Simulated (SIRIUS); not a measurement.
Consider a self-consistent single point of CsSnI₃ (Pm-3m, 5 atoms in the cell; from Materials Project mp-614013, changed as shown).

```yaml
crystal:
  lattice:
    - [6.20732, 0.00000, 0.00000]
    - [0.00000, 6.20732, 0.00000]
    - [0.00000, 0.00000, 6.20732]
  atoms:
    - { symbol: Cs, position: [0.50000, 0.50000, 0.50000] }
    - { symbol: Sn, position: [0.00000, 0.00000, 0.00000] }
    - { symbol: I, position: [0.50000, 0.00000, 0.00000] }
    - { symbol: I, position: [0.00000, 0.50000, 0.00000] }
    - { symbol: I, position: [0.00000, 0.00000, 0.50000] }
```

All values come from this method and carry its errors: PBE, SSSP 1.1.2 efficiency PBE pseudopotentials (plane waves; SIRIUS).

SIRIUS settings:

- parameters.ngridk: 6 6 6
- parameters.xc_functionals: [XC_GGA_X_PBE, XC_GGA_C_PBE]
- parameters.gk_cutoff: 8.062 1/bohr
- parameters.pw_cutoff: 25.496 1/bohr
- parameters.smearing: fermi_dirac
- parameters.smearing_width: 0.000734986 Ha
- potentials: SSSP 1.1.2 efficiency PBE pseudopotentials
- parameters.electronic_structure_method: pseudopotential
- parameters.num_bands: 26
- parameters.num_mag_dims: 0
- parameters.num_dft_iter: 100
- parameters.energy_tol: 1e-07 Ha
- parameters.density_tol: 1e-06
- mixer.type: anderson
- mixer.beta: 0.5
- mixer.use_hartree: true

Question: Estimate, at this level of theory: gap on the k-point mesh and pressure.

Answer: The run gave:

* **Gap on the k-point mesh**: 0.27 eV
* **Pressure**: 0.60 GPa

The gap is read on the k-point mesh of the run and can differ from the gap over the whole zone at this level.

For comparison: a first run was changed to give this one (lattice scaled by 0.98), and from it to this one the free energy goes up by 1.8 meV/atom, the pressure goes from -0.37 to 0.60 GPa and the gap on the mesh goes from 0.536 to 0.271 eV.

Spin-orbit coupling is left out, which matters for bands and gaps with elements this heavy. The structure comes from a collection of computed structures, made at another level of theory; the collection holds predicted forms beside known ones. Its lattice was then scaled.

Cost on one core: very roughly 5 core-minutes.
